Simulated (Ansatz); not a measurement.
Cu₂O (cuprite type, space group Pn-3m)

```cif
data_Cu4O2
_chemical_formula_sum 'Cu4 O2'
_space_group_name_H-M_alt 'P 1'
_space_group_IT_number 1
_cell_length_a 4.22208
_cell_length_b 4.22208
_cell_length_c 4.22208
_cell_angle_alpha 90.000
_cell_angle_beta 90.000
_cell_angle_gamma 90.000
loop_
_space_group_symop_operation_xyz
  'x, y, z'
loop_
_atom_site_label
_atom_site_type_symbol
_atom_site_fract_x
_atom_site_fract_y
_atom_site_fract_z
_atom_site_occupancy
Cu1 Cu 0.75000 0.75000 0.75000 1
Cu2 Cu 0.75000 0.25000 0.25000 1
Cu3 Cu 0.25000 0.75000 0.25000 1
Cu4 Cu 0.25000 0.25000 0.75000 1
O1 O 0.00000 0.00000 0.00000 1
O2 O 0.50000 0.50000 0.50000 1
```

E(V) scan at fixed shape, V₀ the volume above. Symmetry pins the atoms to their sites.

Method: PBEsol (plane waves to 420 eV, PAW, scalar-relativistic; Ansatz, a quantum-chemistry and plane-wave program). k mesh 8×8×8 (Γ-centred), Fermi-Dirac smearing 0.05 eV. The energy includes the smearing's −TS. Cu2O is run without spin polarisation. Cu2O was relaxed with its symmetry unable to fall. The PAW data are Ansatz's earlier set. The zero of ΔE is the relaxed starting cell.

Problem. Give the computed ΔE (meV/atom) at V/V₀ = 0.940, 0.955, 0.970, 0.985, 1.015, 1.030, 1.045, 1.060.

Solution. 
| V/V₀ | ΔE (meV/atom) |
|---|---|
| 0.940 | 20.7 |
| 0.955 | 11.3 |
| 0.970 | 4.9 |
| 0.985 | 1.2 |
| 1.015 | 1.1 |
| 1.030 | 4.3 |
| 1.045 | 9.5 |
| 1.060 | 16.4 |

(A scan under strain: stresses follow from slopes of the energy per volume, elastic moduli from its curvatures.)
